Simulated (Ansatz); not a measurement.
A geometry of Bi₂Te₃ away from equilibrium: the start of the relaxation of a generated cell, Bi2Te3 placed in the beta-Ga2O3 structure type. These are r2SCAN (plane waves to 500 eV, PAW, scalar-relativistic; Ansatz, an electronic-structure program) values and carry that method's errors. Γ-centred k-mesh 5×5×3 on the run's cell (coarser than for final values), Fermi–Dirac smearing 0.05 eV.

```xyz
10
Lattice="9.7530 -2.4251 0.0000 9.7530 2.4251 0.0000 -2.2134 0.0000 8.9910" Properties=species:S:1:pos:R:3 pbc="T T T"
Bi     0.0065     0.0000     7.1443
Bi    17.2860     0.0000     1.8468
Bi    12.1535     0.0000     2.8232
Bi     5.1390     0.0000     6.1679
Te     2.9657     0.0000     0.9872
Te    14.3268     0.0000     8.0038
Te     2.1338     0.0000     5.0638
Te    15.1587     0.0000     3.9273
Te     9.1050     0.0000     2.3071
Te     8.1875     0.0000     6.6839
```

Task: Predict the force on each atom, in eV/Å.

Result: 
| atom | Fx | Fy | Fz |
|---|---|---|---|
| Bi1 | -0.10 | 0.00 | 0.02 |
| Bi2 | 0.10 | 0.00 | -0.02 |
| Bi3 | 0.23 | 0.00 | 0.30 |
| Bi4 | -0.23 | 0.00 | -0.30 |
| Te5 | 0.34 | 0.00 | 0.40 |
| Te6 | -0.34 | 0.00 | -0.40 |
| Te7 | 0.41 | 0.00 | -0.42 |
| Te8 | -0.41 | 0.00 | 0.42 |
| Te9 | 0.31 | 0.00 | 0.13 |
| Te10 | -0.31 | 0.00 | -0.13 |

Task: What is the pressure?

Result: +0.7 GPa, compression positive.

No spin polarisation in the result.

The run could not lose the symmetry of its start, so the end can be a saddle point.

The end of the path is a generated cell of Bi2Te3: the first start was made by placing the elements on the sites of a structure type, and the end was not matched to a known phase here, so it may be hypothetical. Known forms of Bi2Te3 include space group No. 166.
